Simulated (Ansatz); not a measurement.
Values for one crystal, relaxed and computed with plane-wave PAW PBEsol (Ansatz code); other levels are named.

Volume per atom: 10.21 Å³
Electronic character: metallic (no gap)
Debye temperature from the elastic constants: 869 K
Density of states at the Fermi level: 0.34 states/eV per atom (mean over ±0.08 eV)
Young's modulus: 427 GPa
Poisson's ratio: 0.20
Elastic constants (relaxed ions, GPa): C11 = 483, C12 = 118, C13 = 122, C33 = 416, C44 = 186

### Question
Pick the material that matches.
A. VS2, R-3m (V on 3a, S on 6c)
B. VSb2, I4/mcm (Sb on 8h, V on 4a)
C. AlV4C3, P6_3/mmc (Pearson symbol hP16)
D. Ti3AlC2, P6_3/mmc (Ti on 4f, Ti on 2a, Al on 2b, C on 4f)

### Answer
C, AlV4C3, P6_3/mmc (Pearson symbol hP16)

The workflow started from a Materials Project entry (that database holds measured and hypothetical structures alike); the Crystallography Open Database copy checked does not list it. Its standing as an ambient phase is unchecked. The PBEsol relaxation kept the symmetry of its start; its stability against distortions is not shown here. No spin polarisation was allowed. As this level gives no gap, shear constants depend on the k-mesh and smearing (Fermi–Dirac, 0.1 eV here).

Potentials: the later of the program's two PAW sets.
